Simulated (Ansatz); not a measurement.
# YLuCr2O8 with hamiltonian.hubbard changed

Computed with the plane-wave PAW code Ansatz (scalar-relativistic, PAW set soft_2): PBEsol, collinear spin, 420 eV cutoff, k-mesh 8×8×8. These are the settings of the reference run.

Cell:

```yaml
crystal:
  lattice:
    - [-3.51777, 3.51777, 3.08338]
    - [3.51777, -3.51777, 3.08338]
    - [3.51777, 3.51777, -3.08338]
  atoms:
    - { symbol: Cr, position: [0.25000, 0.75000, 0.50000] }
    - { symbol: Cr, position: [0.50000, 0.50000, 0.00000] }
    - { symbol: Lu, position: [0.75000, 0.25000, 0.50000] }
    - { symbol: O, position: [0.07284, 0.75599, 0.68314] }
    - { symbol: O, position: [0.07284, 0.38970, 0.31686] }
    - { symbol: O, position: [0.67372, 0.85990, 0.18618] }
    - { symbol: O, position: [0.67372, 0.48754, 0.81382] }
    - { symbol: O, position: [0.61030, 0.92716, 0.68314] }
    - { symbol: O, position: [0.24401, 0.92716, 0.31686] }
    - { symbol: O, position: [0.51246, 0.32628, 0.18618] }
    - { symbol: O, position: [0.14010, 0.32628, 0.81382] }
    - { symbol: Y, position: [0.00000, 0.00000, 0.00000] }
```

The reference run of this cell is solved again as a single point with these keys changed:

| key | reference run | changed run |
| --- | --- | --- |
| hamiltonian.hubbard | not typed | {sites: [{species: Cr, l: d, u_eff: 5.0}], double_counting: amf} |

Task: How does the changed run end?

Result: 

```
               quantity  reference run  changed run
         pressure (GPa)            0.0          1.2
   largest force (eV/Å)           0.00         0.20
   gap on the mesh (eV)           0.00         0.29
moment of the cell (μB)           2.00         2.00
```

The Hamiltonian isn't the same, so energies aren't compared. It took 24 iterations.

Caveats: a single point, atoms not relaxed again; a change of U can also leave the f or d shell in another state; semilocal functionals make gaps too small and can close them.
